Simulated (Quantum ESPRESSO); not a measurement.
GaLi2Zr3Mo2, input and log of a self-consistent run

Simulated, not a measurement. The program is pw.x of Quantum ESPRESSO 7.5 (plane-wave density functional theory). The cell is made up: eight metal atoms on a hexagonal close-packed lattice, with elements, volume, strain and displacements drawn at random and not relaxed, so it may be unstable or far from any real phase. PseudoDojo standard norm-conserving files set the functional (PBE unless stated); there is no spin polarisation or spin-orbit coupling, the Fermi-Dirac width of 0.25 eV means electrons at about 2900 K, and the masses in the input are unused placeholders. A spin test at this wide smearing found no moment, but such smearing suppresses magnetism that the real alloy may have.

Input:

```
&control calculation='scf', pseudo_dir='./dojo.nc.sr.pbe.v0_5.standard.upf', outdir='./o', disk_io='medium', tprnfor=.true., tstress=.true. /
&system ibrav=0, nat=8, ntyp=4, nbnd=56, ecutwfc=79.96652505, nosym=.true., tot_charge=0,
 occupations='smearing', smearing='fd', degauss=0.0183746611
/
&electrons conv_thr=1.470e-08, electron_maxstep=70, mixing_beta=0.5 /
ATOMIC_SPECIES
Ga 1.0 Ga.upf
Li 1.0 Li.upf
Mo 1.0 Mo.upf
Zr 1.0 Zr.upf
CELL_PARAMETERS angstrom
-2.9708 0.0 0.0
0.0 5.1456 0.0
1.4854 -2.5728 -9.7028
ATOMIC_POSITIONS angstrom
Ga 0.0366 -0.0573 -0.0433
Li 0.0075 1.7289 -2.3133
Li 0.0194 -0.1284 -4.6875
Zr -0.1101 1.8559 -7.3834
Mo -1.4688 2.4522 0.0585
Mo -1.5977 4.3279 -2.3795
Zr -1.4195 2.7293 -4.8987
Zr -1.3918 -0.8251 -7.3612
K_POINTS automatic
8 5 3 1 1 1
```

The log is shortened where brackets say so; the opening notice, blank lines, dates and the lines on written files are dropped, and the path of the files is cut. It prints rydbergs, bohrs and kilobars, and counts compression as positive stress. Its total energy is the free energy E - TS of the whole cell.

```
     Program PWSCF v.7.5
     Parallel version (MPI & OpenMP), running on       1 processor cores
     Number of MPI processes:                 1
     Threads/MPI process:                     1
     [start-up lines left out]
     bravais-lattice index     =            0
     lattice parameter (alat)  =       5.6140  a.u.
     unit-cell volume          =    1000.9286 (a.u.)^3
     number of atoms/cell      =            8
     number of atomic types    =            4
     number of electrons       =        83.00
     number of Kohn-Sham states=           56
     kinetic-energy cutoff     =      79.9665  Ry
     charge density cutoff     =     319.8661  Ry
     scf convergence threshold =      1.5E-08
     mixing beta               =       0.5000
     number of iterations used =            8  plain     mixing
     Exchange-correlation= PBE
                           (   1   4   3   4   0   0   0)
     [axes and pseudopotential details left out]
   Cartesian axes
     site n.     atom                  positions (alat units)
         1        Ga     tau(   1) = (   0.0123199  -0.0192877  -0.0145752  )
         2        Li     tau(   2) = (   0.0025246   0.5819645  -0.7786791  )
         3        Li     tau(   3) = (   0.0065302  -0.0432207  -1.5778578  )
         4        Zr     tau(   4) = (  -0.0370607   0.6247139  -2.4853238  )
         5        Mo     tau(   5) = (  -0.4944123   0.8254342   0.0196917  )
         6        Mo     tau(   6) = (  -0.5378013   1.4568130  -0.8009627  )
         7        Zr     tau(   7) = (  -0.4778174   0.9187088  -1.6489498  )
         8        Zr     tau(   8) = (  -0.4684933  -0.2777366  -2.4778511  )
     number of k points=    60  Fermi-Dirac smearing, width (Ry)=  0.0184
                       cart. coord. in units 2pi/alat
        k(    1) = (  -0.0625000   0.0577348  -0.0759070), wk =   0.0333333
        k(    2) = (  -0.0625000   0.0577348   0.1282127), wk =   0.0333333
     [further k points left out]
     Dense  grid:    96617 G-vectors     FFT dimensions: (  32,  60, 120)
     Estimated max dynamical RAM per process >     145.77 MB
     Initial potential from superposition of free atoms
     starting charge      82.9783, renormalised to      83.0000
     Starting wfcs are   63 randomized atomic wfcs
     total cpu time spent up to now is       39.5 secs
     per-process dynamical memory:    86.5 Mb
     Self-consistent Calculation
     iteration #  1     ecut=    79.97 Ry     beta= 0.50
     Davidson diagonalization with overlap
     ethr =  1.00E-02,  avg # of iterations =  3.1
     total cpu time spent up to now is      130.2 secs
     total energy              =    -760.33703074 Ry
     estimated scf accuracy    <       9.02883082 Ry
     iteration #  2     ecut=    79.97 Ry     beta= 0.50
     Davidson diagonalization with overlap
     ethr =  1.00E-02,  avg # of iterations =  5.8
     total cpu time spent up to now is      245.4 secs
     total energy              =    -763.88837064 Ry
     estimated scf accuracy    <     125.51863670 Ry
     iteration #  3     ecut=    79.97 Ry     beta= 0.50
     Davidson diagonalization with overlap
     ethr =  1.00E-02,  avg # of iterations =  4.3
     total cpu time spent up to now is      343.3 secs
     total energy              =    -766.03797680 Ry
     estimated scf accuracy    <      25.57834637 Ry
     iteration #  4     ecut=    79.97 Ry     beta= 0.50
     Davidson diagonalization with overlap
     ethr =  1.00E-02,  avg # of iterations =  1.4
     total cpu time spent up to now is      416.1 secs
     total energy              =    -766.38994301 Ry
     estimated scf accuracy    <       3.52772217 Ry
     iteration #  5     ecut=    79.97 Ry     beta= 0.50
     Davidson diagonalization with overlap
     ethr =  4.25E-03,  avg # of iterations =  2.0
     total cpu time spent up to now is      491.4 secs
     total energy              =    -766.37407107 Ry
     estimated scf accuracy    <       1.93569890 Ry
     [iterations 6 to 14 left out]
     iteration # 15     ecut=    79.97 Ry     beta= 0.50
     Davidson diagonalization with overlap
     ethr =  1.71E-09,  avg # of iterations =  4.5
     total cpu time spent up to now is     1281.9 secs
     total energy              =    -766.41218026 Ry
     estimated scf accuracy    <       0.00000012 Ry
     iteration # 16     ecut=    79.97 Ry     beta= 0.50
     Davidson diagonalization with overlap
     ethr =  1.43E-10,  avg # of iterations =  3.7
     total cpu time spent up to now is     1363.4 secs
     total energy              =    -766.41218025 Ry
     estimated scf accuracy    <       0.00000116 Ry
     iteration # 17     ecut=    79.97 Ry     beta= 0.50
     Davidson diagonalization with overlap
     ethr =  1.43E-10,  avg # of iterations =  2.0
     total cpu time spent up to now is     1437.5 secs
     total energy              =    -766.41218029 Ry
     estimated scf accuracy    <       0.00000007 Ry
     iteration # 18     ecut=    79.97 Ry     beta= 0.50
     Davidson diagonalization with overlap
     ethr =  8.71E-11,  avg # of iterations =  1.1
     total cpu time spent up to now is     1510.2 secs
     total energy              =    -766.41218030 Ry
     estimated scf accuracy    <       0.00000002 Ry
     iteration # 19     ecut=    79.97 Ry     beta= 0.50
     Davidson diagonalization with overlap
     ethr =  1.96E-11,  avg # of iterations =  1.6
     total cpu time spent up to now is     1577.0 secs
     End of self-consistent calculation
     [lines on levels left out]
!    total energy              =    -766.41218030 Ry
     estimated scf accuracy    <          7.6E-10 Ry
     smearing contrib. (-TS)   =      -0.12679310 Ry
     internal energy E=F+TS    =    -766.28538720 Ry
     The total energy is F=E-TS. E is the sum of the following terms:
     one-electron contribution =    -309.54824789 Ry
     hartree contribution      =     190.82420660 Ry
     xc contribution           =    -150.02889478 Ry
     ewald contribution        =    -497.53245113 Ry
     convergence has been achieved in  19 iterations
     Forces acting on atoms (cartesian axes, Ry/au):
     atom    1 type  1   force =    -0.00956048    0.00084422   -0.04845299
     atom    2 type  2   force =    -0.00346569   -0.00336329    0.00125468
     atom    3 type  2   force =     0.00195044    0.04626303    0.00232620
     atom    4 type  4   force =     0.02691697   -0.04056237   -0.01301475
     atom    5 type  3   force =     0.00185805    0.03403474   -0.04189268
     atom    6 type  3   force =     0.00466485   -0.02968780    0.02694593
     atom    7 type  4   force =    -0.00610799   -0.03747285    0.06452156
     atom    8 type  4   force =    -0.01625614    0.02994432    0.00831206
     Total force =     0.136140     Total SCF correction =     0.000122
     Computing stress (Cartesian axis) and pressure
          total   stress  (Ry/bohr**3)                   (kbar)     P=        8.46
  -0.00000538  -0.00009201   0.00000211           -0.79      -13.54        0.31
  -0.00009201   0.00013261  -0.00005519          -13.54       19.51       -8.12
   0.00000211  -0.00005519   0.00004538            0.31       -8.12        6.68
     init_run     :     37.19s CPU     39.28s WALL (       1 calls)
     electrons    :   1438.01s CPU   1537.52s WALL (       1 calls)
     forces       :      8.96s CPU      9.12s WALL (       1 calls)
     stress       :     33.95s CPU     34.38s WALL (       1 calls)
     [timing details left out]
     PWSCF        :  25m18.56s CPU  27m 1.26s WALL
     JOB DONE.
```

In other units: free energy -10427.569 eV for the cell, pressure 0.85 GPa, largest force component 1.659 eV/Å in size. The run took 1623 s of wall time with one process on a shared machine (AMD EPYC, Zen 5, virtual cores), so the time is rough. A rerun of this cell at a higher cutoff and on a denser mesh moved values by no more than 0.006 eV in energy, 0.03 GPa in stress and 0.014 eV/Å in force, and a second program with other atomic files agreed on that cell to 2 % rms in force and 0.5 GPa in pressure.